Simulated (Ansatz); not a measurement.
**Elastic constants of CdPd (P4/mmm), step by step**

```xyz
2
Lattice="3.0426 0.0000 0.0000 0.0000 3.0426 0.0000 0.0000 0.0000 3.6533" Properties=species:S:1:pos:R:3 pbc="T T T"
Cd    0.0000    0.0000    0.0000
Pd    1.5213    1.5213    1.8266
```

Computed, not measured; unless marked otherwise by r²SCAN, PAW on Ansatz 0.2.0's default frozen-core files (fitted under PBE), scalar-relativistic. k mesh 16×16×14, strains of ±0.008, Fermi-Dirac smearing of 0.100 eV, cutoff 500 eV. The cell was relaxed by PAW under this functional.

The cell is tetragonal and carries a residual pressure of 0.01 GPa at this level. Each strain component that symmetry leaves independent is applied at ±0.008, the ions relax wherever a strain frees them, and the stress (tension positive, GPa) is read. Shears are engineering strains, γ = 2ε.

```tsv
strain	size	σxx	σyy	σzz	σyz	σxz	σxy
xx	-0.008	-1.4346	-0.7229	-1.0055	0.0000	0.0000	0.0000
xx	+0.008	1.2981	0.7018	0.8964	0.0000	0.0000	0.0000
zz	-0.008	-0.9808	-0.9808	-1.2630	0.0000	0.0000	0.0000
zz	+0.008	0.9205	0.9205	1.1410	0.0000	0.0000	0.0000
yz	-0.008	-0.0109	-0.0054	-0.0575	-0.5502	0.0000	0.0000
yz	+0.008	-0.0109	-0.0054	-0.0575	0.5502	0.0000	0.0000
xy	-0.008	-0.0034	-0.0034	-0.0529	0.0000	0.0000	-0.3314
xy	+0.008	-0.0034	-0.0034	-0.0529	0.0000	0.0000	0.3314
```

A central difference gives one constant, for example C11 ≈ (1.2981 − (-1.4346))/(0.016) = 170.8 GPa; the program then imposes the crystal's symmetry on the whole matrix.

**Question.** What are the independent elastic constants?

**Answer.** C11 = 170.8, C12 = 89.0, C13 = 118.8, C33 = 150.3, C44 = 68.8, C66 = 41.4 GPa.

**Question.** Is the crystal stable against homogeneous strain?

**Answer.** The least eigenvalue of the 6×6 matrix is 28.3 GPa, so yes.

**Question.** What moduli does a random aggregate of grains have?

**Answer.** Voigt and Reuss bounds: B from 127.0 to 127.3 and G from 33.7 to 46.8 GPa; their means are B = 127.1 and G = 40.2 GPa. Then E = 9BG/(3B + G) = 109.2 GPa, ν = (3B − 2G)/(6B + 2G) = 0.357 and B/G = 3.16, on the ductile side of Pugh's 1.75 (a rule of thumb).

**Question.** With the density of 10.744 g/cm³, how fast does sound travel, and what Debye temperature follows?

**Answer.** 

| direction | slow (m/s) | middle (m/s) | fast (m/s) |
| --- | --- | --- | --- |
| x | 1963 | 2530 | 3987 |
| y | 1963 | 2530 | 3987 |
| z | 2530 | 2530 | 3740 |

The mean of v⁻³ over directions and branches gives v_m = 2160 m/s and θ_D = (ħ/k_B) v_m (6π²n)^(1/3) = 251 K, n being atoms per volume. Young's modulus spans 42 to 149 GPa over directions, and the universal anisotropy index is 1.95.

**Question.** What happens at 2 GPa (cell relaxed there)?

**Answer.** The volume falls to 0.9852 of its value, and C11 = 185.9, C12 = 96.2, C13 = 128.6, C33 = 162.3, C44 = 74.0, C66 = 44.0 GPa (slopes of the stress), in this structure whether or not another phase takes over.

Limits of these numbers: frozen-core PAW files fitted under PBE, their cores solved anew for the functional of the run; responses of metals move with mesh and smearing; the softest shear constant rests on one k mesh, and a soft shear can herald a distortion on cooling; elastic stability says nothing of phonons or of other phases.
